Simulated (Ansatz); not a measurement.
**SnSe$_{2}$ (P-3m1), stationary points along a deformation path**

Theory: DFT r2SCAN, scalar-relativistic, plane waves, PAW (Ansatz). The runs took a 500 eV cutoff, a Γ-centred 12×12×6 mesh and Gaussian smearing (0.05 eV). No spin polarisation. Energies are free energies at this smearing, counted from the undisturbed cell; pressure is positive in compression.

The starting cell (as given, not relaxed at this level; it stands at 3.3 GPa):

```
CELL_PARAMETERS angstrom
3.81100 0.00000 0.00000
-1.90550 3.30042 0.00000
0.00000 0.00000 6.13700
ATOMIC_POSITIONS crystal
Sn 0.00000 0.00000 0.00000
Se 0.33333 0.66667 0.25000
Se 0.66667 0.33333 0.75000
```

The cell holds layers and no dispersion correction was added, so their binding is poorly described.

At fixed volume and fractional coordinates, lengths along (0.000, 0.000, 1.000) are scaled against those across it; ρ is that ratio over its starting value. V = 25.730 Å³/atom. Δσ is the stress along the axis less the mean stress across it (compression positive).

```
    ρ  ΔE (meV/atom)  Δσ (GPa) space group
0.800          143.5      8.17        P-3m1
0.850           91.0      7.80        P-3m1
0.920           32.7      5.66        P-3m1
0.960           11.2      3.71        P-3m1
1.000            0.0      1.31        P-3m1
1.050            2.1     -2.26        P-3m1
1.100           23.3     -6.35        P-3m1
1.200          124.1    -15.63        P-3m1
1.300          295.2    -23.85        P-3m1
```

Problem. How does the stress give the slope of the energy, and where is the energy stationary?

Solution. Along the path d ln(length) is 2/3 d ln ρ on the axis and −1/3 d ln ρ across it, so dE/d ln ρ = −(2/3) V Δσ: the energy falls with ρ where Δσ is positive. Δσ vanishes or changes sign between ρ = 1.000 and 1.050, a minimum (near 1.02 by linear interpolation). Pairs of stationary points between two samples would go unseen, and could change a minimum read from distant neighbours into a maximum.

Problem. Integrate that slope from ρ = 1 to 0.850 by the trapezoid rule.

Solution. With V/N in Å³ and 1 eV/Å³ = 160.2 GPa the slopes at ρ = 1.000, 0.960, 0.920, 0.850 are -140, -397, -606, -836 meV/atom per unit of ln ρ. The steps add 11.0 + 21.3 + 57.0 = 89.3 meV/atom, against 91.0 from the energies; the trapezoid rule misses the curvature of the slope within each step.

Forces appear on the atoms along this scan, and letting them relax would lower the energy and soften the response. The gap closes along the scan, which can put kinks into the curve.